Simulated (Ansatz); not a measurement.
## Property card for In₂S

The calculation used DFT PBE, scalar-relativistic, plane waves, PAW (Ansatz 0.2.0).

Plane waves to 420 eV, a k mesh through Γ of 12×12×14 on the computed 3-atom cell and Gaussian smearing (0.10 eV); no spin polarisation.

The structure is relaxed at this level of theory with its symmetry kept, and needn't be the ground state of this composition.

Space group P-6m2 (No. 187), hexagonal, a = 4.778 Å, c = 4.117 Å. In on its first site is surrounded by 3 S at 2.76 Å and 6 In at 3.44 Å; In on its second site is surrounded by 6 In at 3.44 Å and 6 S at 3.44 Å; S has 3 In at 2.76 Å and 6 In at 3.44 Å.

| Item | Value |
| --- | --- |
| Volume per atom | 27.12 Å³ |
| Formation energy from the elements' standard states (uncorrected) | -0.077 eV/atom |
| Kohn–Sham band gap | none (metal) |
| Density of states at the Fermi level | 0.9 states/eV per cell |
| Orbital (Löwdin) character within 0.5 eV of the Fermi level | S 3p 38 %, In 5p 35 %, In 5s 21 % |
| Bader charge by site (e) | In (1 in the cell) 0.51, In (1 in the cell) 0.43, S (1 in the cell) -0.94 |

Another cell of In2S relaxed alike, in P-3m1, lies 221 meV/atom lower, so this cell isn't the stable form at this level.

The cell was found from a structure generator's guess, not taken from experiment. Löwdin shares on free-atom orbitals overweight diffuse shells.
